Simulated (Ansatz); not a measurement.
Al2Se3O12:
```cif
data_Al4O24Se6
_chemical_formula_sum 'Al4 Se6 O24'
_space_group_name_H-M_alt 'P 1'
_space_group_IT_number 1
_cell_length_a 8.84309
_cell_length_b 8.84309
_cell_length_c 8.84309
_cell_angle_alpha 56.040
_cell_angle_beta 56.040
_cell_angle_gamma 56.040
loop_
_space_group_symop_operation_xyz
  'x, y, z'
loop_
_atom_site_label
_atom_site_type_symbol
_atom_site_fract_x
_atom_site_fract_y
_atom_site_fract_z
_atom_site_occupancy
Al1 Al 0.64861 0.64861 0.64861 1
Al2 Al 0.35139 0.35139 0.35139 1
Al3 Al 0.85780 0.85780 0.85780 1
Al4 Al 0.14220 0.14220 0.14220 1
Se1 Se 0.53825 0.24865 0.96646 1
Se2 Se 0.46175 0.75135 0.03354 1
Se3 Se 0.24865 0.96646 0.53825 1
Se4 Se 0.75135 0.03354 0.46175 1
Se5 Se 0.96646 0.53825 0.24865 1
Se6 Se 0.03354 0.46175 0.75135 1
O1 O 0.51058 0.47482 0.81506 1
O2 O 0.48942 0.52518 0.18494 1
O3 O 0.47482 0.81506 0.51058 1
O4 O 0.52518 0.18494 0.48942 1
O5 O 0.81506 0.51058 0.47482 1
O6 O 0.18494 0.48942 0.52518 1
O7 O 0.75441 0.10286 0.87708 1
O8 O 0.24559 0.89714 0.12292 1
O9 O 0.10286 0.87708 0.75441 1
O10 O 0.89714 0.12292 0.24559 1
O11 O 0.87708 0.75441 0.10286 1
O12 O 0.12292 0.24559 0.89714 1
O13 O 0.37088 0.20217 0.98867 1
O14 O 0.62912 0.79783 0.01133 1
O15 O 0.20217 0.98867 0.37088 1
O16 O 0.79783 0.01133 0.62912 1
O17 O 0.98867 0.37088 0.20217 1
O18 O 0.01133 0.62912 0.79783 1
O19 O 0.21023 0.18036 0.51869 1
O20 O 0.78977 0.81964 0.48131 1
O21 O 0.18036 0.51869 0.21023 1
O22 O 0.81964 0.48131 0.78977 1
O23 O 0.51869 0.21023 0.18036 1
O24 O 0.48131 0.78977 0.81964 1
```

Relaxed with r²SCAN.

Task: Which orbitals make up the states near the band edges in r²SCAN (plane waves, PAW; program Ansatz)?

Result: Top 1 eV of the valence band: O 2p 97 %. Bottom 1 eV of the conduction band: O 2p 39 %, Se 4s 30 %, O 2s 14 %, Al 3s 9 %. Projections are on Löwdin-orthogonalised atomic valence shells; empty p or d shells of many metals are not among them.

Task: Tabulate the density of states.

Result: States/eV per cell of 34 atoms, in 0.25 eV bins, energy from the valence-band maximum.

| E (eV) | total | O 2p | Se 4p | O 2s |
|---|---|---|---|---|
| -7.85 | 1.34 | 0.90 | 0.22 | 0.03 |
| -7.60 | 4.55 | 3.03 | 0.73 | 0.14 |
| -7.35 | 7.24 | 4.81 | 1.14 | 0.28 |
| -7.10 | 4.87 | 3.25 | 0.76 | 0.20 |
| -6.85 | 8.46 | 5.54 | 1.42 | 0.46 |
| -6.60 | 5.06 | 3.30 | 0.92 | 0.29 |
| -6.35 | 21.01 | 13.73 | 4.12 | 1.26 |
| -6.10 | 20.96 | 13.69 | 4.19 | 1.43 |
| -5.85 | 20.92 | 13.69 | 4.26 | 1.57 |
| -5.60 | 17.59 | 11.53 | 3.65 | 1.72 |
| -5.35 | 18.47 | 11.95 | 3.94 | 2.13 |
| -5.10 | 13.53 | 8.69 | 2.91 | 1.59 |
| -4.85 | 0.00 | 0.00 | 0.00 | 0.00 |
| -4.60 | 0.00 | 0.00 | 0.00 | 0.00 |
| -4.35 | 0.00 | 0.00 | 0.00 | 0.00 |
| -4.10 | 0.00 | 0.00 | 0.00 | 0.00 |
| -3.85 | 0.00 | 0.00 | 0.00 | 0.00 |
| -3.60 | 2.52 | 2.08 | 0.10 | 0.16 |
| -3.35 | 15.17 | 12.76 | 0.46 | 0.78 |
| -3.10 | 19.45 | 16.83 | 0.69 | 0.65 |
| -2.85 | 16.53 | 14.70 | 0.47 | 0.53 |
| -2.60 | 21.03 | 19.22 | 0.42 | 0.51 |
| -2.35 | 13.65 | 12.77 | 0.22 | 0.21 |
| -2.10 | 31.09 | 29.18 | 0.50 | 0.44 |
| -1.85 | 26.78 | 25.09 | 0.48 | 0.42 |
| -1.60 | 35.29 | 33.51 | 0.46 | 0.43 |
| -1.35 | 31.85 | 30.32 | 0.50 | 0.32 |
| -1.10 | 34.63 | 33.15 | 0.40 | 0.35 |
| -0.85 | 34.82 | 33.70 | 0.23 | 0.25 |
| -0.60 | 37.69 | 36.56 | 0.14 | 0.35 |
| -0.35 | 29.88 | 29.16 | 0.11 | 0.20 |
| -0.10 | 33.61 | 33.02 | 0.07 | 0.17 |
| 0.15 | 0.00 | 0.00 | 0.00 | 0.00 |
| 0.40 | 0.00 | 0.00 | 0.00 | 0.00 |
| 0.65 | 0.00 | 0.00 | 0.00 | 0.00 |
| 0.90 | 0.00 | 0.00 | 0.00 | 0.00 |
| 1.15 | 0.00 | 0.00 | 0.00 | 0.00 |
| 1.40 | 0.00 | 0.00 | 0.00 | 0.00 |
| 1.65 | 0.00 | 0.00 | 0.00 | 0.00 |
| 1.90 | 0.00 | 0.00 | 0.00 | 0.00 |
| 2.15 | 0.00 | 0.00 | 0.00 | 0.00 |
| 2.40 | 0.00 | 0.00 | 0.00 | 0.00 |
| 2.65 | 0.00 | 0.00 | 0.00 | 0.00 |
| 2.90 | 0.00 | 0.00 | 0.00 | 0.00 |
| 3.15 | 0.00 | 0.00 | 0.00 | 0.00 |
| 3.40 | 0.00 | 0.00 | 0.00 | 0.00 |
| 3.65 | 0.00 | 0.00 | 0.00 | 0.00 |
| 3.90 | 0.00 | 0.00 | 0.00 | 0.00 |
| 4.15 | 0.00 | 0.00 | 0.00 | 0.00 |
| 4.40 | 0.17 | 0.06 | 0.00 | 0.03 |
| 4.65 | 0.93 | 0.33 | 0.01 | 0.14 |
| 4.90 | 1.77 | 0.67 | 0.01 | 0.26 |
| 5.15 | 3.35 | 1.35 | 0.04 | 0.44 |
| 5.40 | 4.72 | 2.01 | 0.06 | 0.55 |
| 5.65 | 10.66 | 4.79 | 0.14 | 1.07 |
| 5.90 | 17.70 | 8.35 | 0.24 | 1.49 |
| 6.15 | 8.70 | 4.24 | 0.15 | 0.61 |
| 6.40 | 0.00 | 0.00 | 0.00 | 0.00 |
| 6.65 | 0.00 | 0.00 | 0.00 | 0.00 |
| 6.90 | 0.00 | 0.00 | 0.00 | 0.00 |
| 7.15 | 0.00 | 0.00 | 0.00 | 0.00 |
| 7.40 | 0.00 | 0.00 | 0.00 | 0.00 |
| 7.65 | 0.18 | 0.02 | 0.08 | 0.03 |
| 7.90 | 3.51 | 0.62 | 1.62 | 0.51 |
| 8.15 | 12.50 | 2.74 | 5.93 | 1.53 |
| 8.40 | 17.10 | 4.10 | 8.33 | 1.74 |
| 8.65 | 26.81 | 6.83 | 13.41 | 2.38 |
| 8.90 | 21.10 | 5.49 | 10.42 | 1.76 |
| 9.15 | 26.39 | 7.25 | 12.95 | 1.87 |

Space group R-3. The workflow started from a Materials Project entry (that database holds measured and hypothetical structures alike); the Crystallography Open Database copy checked does not list it. Whether it is the stable phase at ambient conditions was not checked. The cell was relaxed with r²SCAN under the symmetry of its start; its stability against distortions is not shown here. Spin–orbit coupling is left out wherever it is not named.

Potentials: the later of the program's two PAW sets.
